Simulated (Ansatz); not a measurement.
## WS2: field gradients against cell size

Reference cell: an entry of the Crystallography Open Database (COD) whose atoms were relaxed with PBE, the cell held.

```cif
data_WS2
_symmetry_space_group_name_H-M 'P6_3/mmc'
_symmetry_Int_Tables_number 194
_cell_length_a 3.1532
_cell_length_b 3.1532
_cell_length_c 12.3230
_cell_angle_alpha 90.000
_cell_angle_beta 90.000
_cell_angle_gamma 120.000
loop_
_atom_site_label
_atom_site_type_symbol
_atom_site_symmetry_multiplicity
_atom_site_Wyckoff_symbol
_atom_site_fract_x
_atom_site_fract_y
_atom_site_fract_z
W W 2 c 0.3333 0.6667 0.2500
S S 4 f 0.3333 0.6667 0.6221
```

One atom of each set is listed.

All values are calculated (Ansatz; DFT, PBE, plane waves and PAW, scalar-relativistic, collinear spin, 420 eV cutoff, Γ-centred 16×16×4 k-points, Fermi–Dirac smearing 0.02 eV), not measured. Start moments as typed (μB): 2 on each W, none on the rest.

The cell is scaled uniformly, and the ions relax again at each size.

**Question.** How do the gradients (10²¹ V/m²) respond?

**Answer.** 

| V/V₀ | W V_zz (η) | S V_zz (η) |
| --- | --- | --- |
| 0.94 | -15.16 (0.00) | -3.62 (0.00) |
| 0.96 | -15.80 (0.00) | -3.84 (0.00) |
| 0.98 | -16.40 (0.00) | -4.07 (0.00) |
| 1.00 | -16.96 (0.00) | -4.29 (0.00) |
| 1.02 | -17.47 (0.00) | -4.51 (0.00) |
| 1.04 | -17.96 (0.00) | -4.73 (0.00) |
| 1.06 | -18.36 (0.00) | -4.93 (0.00) |

Logarithmic slopes d ln|V_zz|/d ln V over the series: W 1.6, S 2.6. Point charges on a uniformly scaled lattice would give −1; atoms that shift within the cell as it changes, and charge that moves in the bonds, make the difference.

No dispersion correction is included, which matters between the layers of this solid.

Without spin–orbit coupling the gradients at and beside W can be off by some per cent, at some sites by more. The start moments die out, and the run ends without spin.
